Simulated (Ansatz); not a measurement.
Question: Each is relaxed and computed with DFT-PBE in the program Ansatz with PAW potentials. Which is the only metal?
A) Al3SiCN3, P3m1 (Pearson symbol hP8)
B) CoC, rock salt
C) SnC, zinc blende
D) BeS, rock salt

Answer: B, CoC, rock salt. CoC: metal; BeS: gap 0.97 eV (indirect); Al3SiCN3: gap 0.35 eV; SnC: gap 0.62 eV (direct). Spin orders computed, not proven ground states: CoC, rock salt ferromagnetic. Typed or built starts, not in the databases checked: CoC, rock salt; BeS, rock salt; Al3SiCN3, P3m1 (Pearson symbol hP8); SnC, zinc blende. All cells were relaxed under the symmetry of their starts (and spin orders); stability against distortions was not tested throughout. Spin–orbit coupling is left out wherever it is not named.

Potentials: the earlier of the program's two PAW sets.
